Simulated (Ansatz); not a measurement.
Start of a relaxation of ZrB6:

Space group Pm-3m (No. 221). a = 4.004 Å, b = 4.004 Å, c = 4.004 Å, α = 90.00°, β = 90.00°, γ = 90.00°
```csv
atom,site,symmetry,x,y,z
Zr,1a,m-3m,0.0000,0.0000,0.0000
B,6f,4m.m,0.5000,0.5000,0.2000
```

The calculation used DFT PBE, scalar-relativistic, plane waves, PAW in Ansatz 0.2.0. Cutoff 420 eV, Gaussian smearing, Γ-centred meshes. Cell and atoms relax first on a coarse mesh and then on a finer one. In between, the cell is made exact in the group found at 0.06 Å. In metals the finer mesh still leaves noise of several meV/atom or more. The steps can't lower the symmetry of their start. No spin polarisation.

A guess keeps its type if space group and coordination stay and the shape of the cell changes little (axis ratios within about 15 %, angles within 6°); the volume may change.

Problem. Does it keep its structure type, or change into something else?

Solution. It keeps its type. The symmetry stays Pm-3m (No. 221). The volume per atom grows by 3.6 %, from 9.2 to 9.5 Å³. The shortest distance stays 1.60 Å (B–B). Counting neighbours within 15 % of an atom's shortest distance, the start has B 5, Zr 24 and the end B 5, Zr 24.

The zero of energy is the elements' standard structures at the same level; no fitted shifts are applied.

Problem. At what energy does it end?

Solution. −0.02 eV/atom. The formation energy is too near zero to say whether this cell lies below the elements.

The last run used a 10×10×10 mesh for its 7-atom cell and Gaussian smearing of 0.10 eV. The k mesh leaves some 4 meV/atom of noise in the energy of each metallic cell. Symmetry constrained the relaxation, so the result can be a saddle point.
